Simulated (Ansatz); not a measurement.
An Ansatz (an electronic-structure program) run. Input:

Ansatz 0.2 input:
```yaml
crystal:
  lattice:
    - [0.0, 2.0837833268, 2.0837833268]
    - [2.0837833268, 0.0, 2.0837833268]
    - [2.0837833268, 2.0837833268, 0.0]
  atoms:
    - { symbol: Mn, position: [0.0, 0.0, 0.0] }
    - { symbol: N, position: [0.75, 0.75, 0.75] }
kpoints:
  mp_grid: { grid: [35, 35, 35] }
hamiltonian:
  xc: lda
  pseudopotentials: { kind: paw }
scf:
  occupations: { method: fermi_dirac, width: 0.1 }
elastic: { mode: relaxed_ion, stencil: two_point, amplitude: 0.005, f_tol: 0.0005 }
```

Output (shortened):

```
Pseudopotential: Mn, paw, valence charge 15
Pseudopotential: N, paw, valence charge 5
Functional definition: SPW92
Crystal: 2 atoms, lattice volume = 18.096 Å³
Basis set: ecut = 420 eV, 339 PW (Γ)
Bands: 14, of which v1, the nominal top of the filled ones, is band 10 counted from 1 (9 counted from 0)
Symmetry: 24 space group operations
Space group: F-43m (ITA 216), of the structure as read, at distance tolerance 2.6e-5 Å
k-points: 1140 of 42875 (time reversal used)
SCF 1 converged in 9 iterations: F = -4216.176008 eV  dr2 = 3.79e-15
Crystal: 2 atoms, lattice volume = 18.006 Å³
Symmetry: 8 space group operations
k-points: 3078 of 42875 (time reversal used)
SCF 2 converged in 8 iterations: F = -4216.175200 eV  dr2 = 6.10e-14
Crystal: 2 atoms, lattice volume = 18.187 Å³
SCF 3 converged in 6 iterations: F = -4216.175762 eV  dr2 = 4.26e-14
Crystal: 2 atoms, lattice volume = 18.096 Å³
Symmetry: 4 space group operations
k-points: 5832 of 42875 (time reversal used)
SCF 4 converged in 8 iterations: F = -4216.175725 eV  dr2 = 8.15e-14
relax step   1: F+E_penalty+E_count = -4216.17572513 eV  Δ(F+E_penalty+E_count) = +0.000e0 eV  max|allowed force component| = 7.909e-2 eV/Å  Δτ_max = 0.0000 Å  (8 SCF iters, accepted)
Crystal: 2 atoms, lattice volume = 18.096 Å³
SCF 5 converged in 7 iterations: F = -4216.175805 eV  dr2 = 5.74e-15
relax step   2: F+E_penalty+E_count = -4216.17580480 eV  Δ(F+E_penalty+E_count) = -7.966e-5 eV  max|allowed force component| = 6.654e-2 eV/Å  Δτ_max = 0.0005 Å  (7 SCF iters, accepted)
Crystal: 2 atoms, lattice volume = 18.096 Å³
SCF 6 converged in 7 iterations: F = -4216.175998 eV  dr2 = 5.36e-14
relax step   3: F+E_penalty+E_count = -4216.17599760 eV  Δ(F+E_penalty+E_count) = -1.928e-4 eV  max|allowed force component| = 8.338e-5 eV/Å  Δτ_max = 0.0029 Å  (7 SCF iters, accepted)
Crystal: 2 atoms, lattice volume = 18.096 Å³
SCF 7 converged in 6 iterations: F = -4216.175998 eV  dr2 = 0.0
Crystal: 2 atoms, lattice volume = 18.096 Å³
SCF 8 converged in 8 iterations: F = -4216.175725 eV  dr2 = 8.16e-14
relax step   1: F+E_penalty+E_count = -4216.17572513 eV  Δ(F+E_penalty+E_count) = +0.000e0 eV  max|allowed force component| = 7.909e-2 eV/Å  Δτ_max = 0.0000 Å  (8 SCF iters, accepted)
Crystal: 2 atoms, lattice volume = 18.096 Å³
SCF 9 converged in 8 iterations: F = -4216.175998 eV  dr2 = 3.48e-15
relax step   2: F+E_penalty+E_count = -4216.17599760 eV  Δ(F+E_penalty+E_count) = -2.725e-4 eV  max|allowed force component| = 1.598e-5 eV/Å  Δτ_max = 0.0034 Å  (8 SCF iters, accepted)
Crystal: 2 atoms, lattice volume = 18.096 Å³
SCF 10 converged in 6 iterations: F = -4216.175998 eV  dr2 = 0.0
SCF converged after 9 iterations
Free energy (F): -4216.176008 eV
Harris-Foulkes:  -4216.176008 eV  (|F-HF|=9.09e-13)
Internal energy: -4216.129237 eV  (E = F + TS)
E sigma→0 (E₀):  -4216.152622 eV
Entropy (-TS):   -0.046771 eV (-23.386 meV/atom)
Fermi energy:    15.842358 eV
--- Per-component energies (eV) ---
  E_band       = -200.021333
  E_kinetic    = 442.134233
  E_local      = -2062.972271  (includes V_loc(G=0)·N_el)
  E_nonlocal   = 290.000218
  E_hartree    = 834.871183
  E_xc         = -174.567068
  E_vxc        = -224.170288  (∫ρ·V_xc dr)
  E_paw        = -1358.063874  (= ΣΔE_a)
  E_vpaw       = -314.755675  (= ΣTr[D̂ρ^β])
  E_aug_tail   = 0.000084  (compensation charges beyond the density's cutoff)
  E_ewald      = -2187.995739
  E_core_change = 0.463997  (= ΣΔE_core)
  E_smearing   = -0.046771  (= −TS)
  E_closure    = 0.000000  (closes the sum)
  Σ components = -4216.176008   (vs F -4216.176008, Δ=0.00e0)
--- Forces (eV/Å), atoms counted from 1 ---
  atom   1  Mn     0.00000000     0.00000000     0.00000000
  atom   2  N      0.00000000     0.00000000     0.00000000
  max |Σ_I F_I| component: 3.15e-16 eV/Å
--- Stress (GPa, compression-positive) ---
        0.489335       0.000000       0.000000
        0.000000       0.489335       0.000000
        0.000000       0.000000       0.489335
  P = ⅓ Tr σ = 0.4893 GPa (4.893 kbar)
--- Band table (eV; the first three rows and the last of 1140) ---
  k-point 0: bands = ["-62.9898", "-32.0934", "-32.0934", "-32.0934", "-1.5142", "9.6202", "9.6202", "9.6202", "15.1169", "15.1169", "19.6589", "20.6511", "20.6511", "20.6511"]
  k-point 1: bands = ["-62.9896", "-32.0950", "-32.0936", "-32.0936", "-1.5015", "9.6042", "9.6263", "9.6263", "15.1124", "15.1124", "19.6901", "20.6277", "20.6438", "20.6438"]
  k-point 2: bands = ["-62.9890", "-32.0996", "-32.0943", "-32.0943", "-1.4638", "9.5573", "9.6444", "9.6444", "15.0993", "15.0993", "19.7718", "20.5681", "20.6216", "20.6216"]
  k-point 1139: bands = ["-62.9596", "-32.2391", "-32.2045", "-32.1650", "0.7027", "8.8206", "10.4160", "11.4833", "13.3906", "14.9615", "16.1856", "17.0875", "18.3080", "25.9875"]
--- Elastic constants: 2 strain directions × 2 members + reference (group order 24) ---
  dense FFT box of the reference and of every strained cell: 20×20×20
  strains applied: 11, 23; error gains: componentwise 1.00 (the most a stress slope's error grows in a printed constant), spectral 1.73 (1 for all six strains …
  C = ∂σ_k/∂η_j (tension-positive GPa; Voigt order 11 22 33 23 13 12):
       367.821    289.692    289.692      0.000      0.000      0.000
       289.692    367.821    289.692      0.000      0.000      0.000
       289.692    289.692    367.821      0.000      0.000      0.000
         0.000      0.000      0.000     -1.241      0.000      0.000
         0.000      0.000      0.000      0.000     -1.241      0.000
         0.000      0.000      0.000      0.000      0.000     -1.241
  reference stress σ⁰ (GPa):     -0.489     -0.489     -0.489      0.000      0.000      0.000
  moduli (Voigt/Reuss/Hill, GPa): K = 315.74/315.74/315.74   G = 14.88/-2.11/6.38   E = 19.02   ν = 0.490
  mechanically stable: NO (min eigenvalue of sym C = -1.24 GPa)
  strain η (Voigt 11):  stress-route row diagonal C_11 = 367.82 GPa, energy-path curvature d²(F+E_count+ΔE)/dδ²/Ω₀ = 367.91 GPa
         δ    σ_11 (GPa)             F (eV)   n_scf  n_hpsi   n_pw
    -5.000e-3      -2.3462       -4216.1752005       8  814021    365   relax 0 steps, max|allowed force component| 2.08e-16 eV/Å
     5.000e-3       1.3320       -4216.1757616       6  673178    368   relax 0 steps, max|allowed force component| 2.36e-16 eV/Å
  strain η (Voigt 23):  stress-route row diagonal C_44 = -1.24 GPa, energy-path curvature d²(F+E_count+ΔE)/dδ²/Ω₀ = -1.08 GPa
         δ    σ_23 (GPa)             F (eV)   n_scf  n_hpsi   n_pw
    -5.000e-3       0.0062       -4216.1759976       6  1076918    366   relax 3 steps, max|allowed force component| 8.34e-5 eV/Å
     5.000e-3      -0.0062       -4216.1759976       6  1036391    366   relax 2 steps, max|allowed force component| 1.60e-5 eV/Å
```

Cost: very roughly 16 core-minutes on shared cores.

The workflow started from a Materials Project entry (that database holds measured and hypothetical structures alike); the Crystallography Open Database copy checked does not list it. Whether it is the stable phase at ambient conditions was not checked. The LDA relaxation kept the symmetry of its start; whether a distortion lowers the energy is not shown. No spin polarisation was allowed. As this level gives no gap, shear constants depend on the k-mesh and smearing (Fermi–Dirac, 0.1 eV here). On the denser mesh and wider smearing of the elastic run this cell carries a stress of 0.5 GPa.

Potentials: the later of the program's two PAW sets.

Ansatz is a plane-wave DFT program.
